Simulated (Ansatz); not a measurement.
LiPb (Pm-3m), a sublattice moved along a line

Computed with DFT PBEsol, scalar-relativistic, plane waves, PAW (Ansatz 0.2.0). Cutoff 420 eV, Γ-centred 14×14×14 k-points, Gaussian smearing of 0.15 eV. Spin–orbit coupling is left out, which can shift energies with elements as heavy as these. No spin polarisation. Energies are free energies at this smearing, counted from the undisturbed cell; pressure is positive in compression.

Zero of the scan (as given, not relaxed at this level; it stands at -0.3 GPa, and it needn't be the usual structure):

```yaml
crystal:
  lattice:
    - [3.52200, 0.00000, 0.00000]
    - [0.00000, 3.52200, 0.00000]
    - [0.00000, 0.00000, 3.52200]
  atoms:
    - { symbol: Li, position: [0.50000, 0.50000, 0.50000] }
    - { symbol: Pb, position: [0.00000, 0.00000, 0.00000] }
```

Every Pb atom is moved by x along the Cartesian unit vector (1.000, 0.000, 0.000); the cell and all other atoms stay fixed. The cell is metallic on the mesh throughout.

(x (Å), ΔE (meV/cell)): (-0.5000, 188.4), (-0.2500, 49.0), (0.0000, 0.0), (0.0625, 3.1), (0.1250, 12.4), (0.1875, 27.7), (0.3125, 76.0), (0.3750, 108.5), (0.4375, 146.1)

By symmetry 0.5000 repeats -0.5000, -0.3750 repeats 0.3750, 0.2500 repeats -0.2500, -0.1250 repeats 0.1250 in energy, with the opposite slope along the path.